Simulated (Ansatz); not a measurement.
Bi$_{2}$S$_{3}$:
```xyz
5
Lattice="4.0367 0.0000 0.0000 -2.0184 3.4959 0.0000 0.0000 0.0000 9.7550" Properties=species:S:1:pos:R:3 pbc="T T T"
Bi     0.0000     2.3306     1.8719
Bi     2.0184     1.1653     7.8830
S      0.0000     0.0000     0.0000
S      0.0000     2.3306     6.4618
S      2.0184     1.1653     3.2931
```

Relaxed with r²SCAN. Special points in fractions of this cell's reciprocal vectors: Γ (0.000, 0.000, 0.000); M (0.500, 0.000, 0.000); K (0.333, 0.333, 0.000); A (0.000, 0.000, 0.500); L (0.500, 0.000, 0.500); H (0.333, 0.333, 0.500).

Question: List the band energies nearest the valence-band maximum at these points for r²SCAN with spin–orbit coupling (plane waves, PAW; program Ansatz).

Answer: In eV from the valence-band maximum; about four levels below and three above (degenerate sets whole), none deeper than 8.9 eV; points with the same levels are listed once.

```tsv
k	below	above
Γ	-1.11 -1.11 0.00 0.00	0.67 0.67 2.02 2.02
M	-1.27 -1.27 -0.34 -0.34	1.78 1.78 3.28 3.28
K	-0.69 -0.69 -0.67 -0.67	2.42 2.42 3.07 3.07
A	-0.85 -0.85 -0.22 -0.22	0.70 0.70 2.05 2.05
L	-1.07 -1.07 -0.71 -0.71	1.56 1.56 3.13 3.13
H	-0.26 -0.26 -0.26 -0.26	2.74 2.74 2.87 2.87
```

Space group P-3m1 (La2O3 or Ni2Al3 type). The cell is a constructed one: a structure type filled with these elements; neither database checked (COD, Materials Project) lists it. COD files the formula under space group No. 62. Its standing as an ambient phase is unchecked. The r²SCAN relaxation kept the symmetry of its start; whether a distortion lowers the energy is not shown.

Potentials: the earlier of the program's two PAW sets. The files were generated under PBE; for other functionals the program regenerates the frozen cores, and for LDA and PBEsol the local potential too.
